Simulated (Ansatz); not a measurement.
W$_{3}$N:
```yaml
crystal:
  lattice:
    - [0.00000, 3.03452, 3.03452]
    - [3.03452, 0.00000, 3.03452]
    - [3.03452, 3.03452, 0.00000]
  atoms:
    - { symbol: N, position: [0.00000, 0.00000, 0.00000] }
    - { symbol: W, position: [0.50000, 0.50000, 0.50000] }
    - { symbol: W, position: [0.25000, 0.25000, 0.25000] }
    - { symbol: W, position: [0.75000, 0.75000, 0.75000] }
```

Relaxed with PBEsol. Special points in fractions of this cell's reciprocal vectors: Γ (0.000, 0.000, 0.000); X (0.500, 0.000, 0.500); U (0.625, 0.250, 0.625); K (0.375, 0.375, 0.750); L (0.500, 0.500, 0.500); W (0.500, 0.250, 0.750).

Problem. List the band energies nearest the Fermi level at these points for PBEsol in the plane-wave PAW code Ansatz.

Solution. In eV from the Fermi level; about four levels below and three above (degenerate sets whole), none deeper than 8.9 eV; points with the same levels are listed once.

| k | below | above |
|---|---|---|
| Γ | -4.89 -4.89 -1.93 -1.93 -1.93 | 1.34 1.34 1.34 |
| X | -2.82 -2.82 -2.77 -1.08 -0.43 | 0.44 0.44 1.02 |
| U | -1.73 -1.45 -0.31 -0.09 | 0.52 0.65 1.92 |
| L | -1.21 -0.24 -0.24 -0.10 | 0.40 0.40 0.58 |
| W | -2.59 -1.94 -1.17 -1.17 | 0.62 0.62 0.91 |

Space group Fm-3m. The cell is a constructed one: a structure type filled with these elements; neither database checked (COD, Materials Project) lists it. Its standing as an ambient phase is unchecked. Symmetry was held in the PBEsol relaxation. At this level the phase is dynamically unstable (imaginary phonons). No spin polarisation was allowed. With an odd number of electrons in the cell and no spin polarisation, the count alone makes it a metal. Spin–orbit coupling is left out wherever it is not named.

Potentials: the earlier of the program's two PAW sets. The files were generated under PBE; for other functionals the program regenerates the frozen cores, and for LDA and PBEsol the local potential too.
